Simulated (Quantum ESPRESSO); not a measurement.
**Electric field gradients in BaTiO3**

```xyz
5
Lattice="3.9905 0.0000 0.0000 0.0000 3.9905 0.0000 0.0000 0.0000 4.0412" Properties=species:S:1:pos:R:3 pbc="T T T"
Ba     0.0000     0.0000     0.0323
Ti     1.9952     1.9952     1.9887
O      1.9952     1.9952     0.1436
O      0.0000     1.9952     2.1204
O      1.9952     0.0000     2.1204
```
The cell was made here from an entry of the Crystallography Open Database (unchecked): atoms relaxed with PBE in the measured cell (PBE without dispersion, pw.x of a modified build of Quantum ESPRESSO, symmetry kept).  Stability against distortions was not tested. The run has no spin polarisation.

Principal values are ordered |Vxx| ≤ |Vyy| ≤ |Vzz|, η = (Vxx − Vyy)/Vzz, and C_Q = eQVzz/h is given by its size. Cores are frozen. Against all-electron runs on small test molecules, this scheme's |Vzz| missed by −2 to +6 % on O. Ba, Ti had no test against all-electron runs. Spin–orbit coupling is left out, a limit on Ba. The structure is static (0 K, no zero-point motion).

Quadrupole moments taken as inputs (sizes, barn, from the tables of PySCF and pymatgen): ¹³⁷Ba 0.245, ⁴⁷Ti 0.302, ¹⁷O 0.0256.

Question: What do the calculations give at each independent site (field gradients by PBE PAW (JTH datasets; density from pw.x of Quantum ESPRESSO, gradients reconstructed from it by a script), 22.5 Ha, k-mesh 6×6×6 through Γ)?

Answer: 
```
site             site symmetry  Vzz (a.u.)   η_Q   ∣C_Q∣ (MHz)
---------------  -------------  ----------  ----  ------------
Ba (atom 1)                4mm      -0.073  0.00  4.22 (¹³⁷Ba)
Ti (atom 2)                4mm       0.037  0.00   2.66 (⁴⁷Ti)
O1 (atom 3)                4mm       0.158  0.00    0.95 (¹⁷O)
O2 (atoms 4, 5)            2mm       0.272  0.03    1.64 (¹⁷O)
```
